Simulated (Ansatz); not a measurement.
SiMo$_{2}$C:
```
SiMo2C
1.0
    3.07073     0.00000     0.00000
   -1.53536     2.65933     0.00000
    0.00000     0.00000    12.33595
Si Mo C
2 4 2
Direct
  0.66667   0.33333   0.25000
  0.33333   0.66667   0.75000
  0.66667   0.33333   0.90689
  0.33333   0.66667   0.09311
  0.33333   0.66667   0.40689
  0.66667   0.33333   0.59311
  0.00000   0.00000   0.00000
  0.00000   0.00000   0.50000
```

Relaxed with PBEsol. Special points in fractions of this cell's reciprocal vectors: Γ (0.000, 0.000, 0.000); M (0.500, 0.000, 0.000); K (0.333, 0.333, 0.000); A (0.000, 0.000, 0.500); L (0.500, 0.000, 0.500); H (0.333, 0.333, 0.500).

List the band energies nearest the Fermi level at these points for the program Ansatz at the PBEsol level (PAW).

In eV from the Fermi level; about four levels below and three above (degenerate sets whole), none deeper than 8.9 eV; points with the same levels are listed once.

```tsv
k	below	above
Γ	-0.98 -0.98 -0.61 -0.61	0.46 0.46 0.77 0.77
M	-4.36 -3.29 -3.10 -0.91	0.29 0.30 0.62
K	-2.82 -1.43 -0.55 -0.55	0.36 0.36 0.86
A	-0.81 -0.81 -0.81 -0.81	0.62 0.62 0.62 0.62
L	-3.19 -3.19 -0.50 -0.50	0.61 0.61 1.04 1.04
H	-2.18 -2.18 -0.63 -0.63	0.76 0.76 0.84 0.84
```

Space group P6_3/mmc. The start of the workflow was typed in or built on a structure type; neither database checked (COD, Materials Project) lists it. Whether it is the stable phase at ambient conditions was not checked. The cell was relaxed with PBEsol under the symmetry of its start; its stability against distortions is not shown here. No spin polarisation was allowed. Scalar-relativistic: spin–orbit coupling is off unless named, which matters more the heavier the elements.

Potentials: the earlier of the program's two PAW sets. The files were generated under PBE; for other functionals the program regenerates the frozen cores, and for LDA and PBEsol the local potential too.
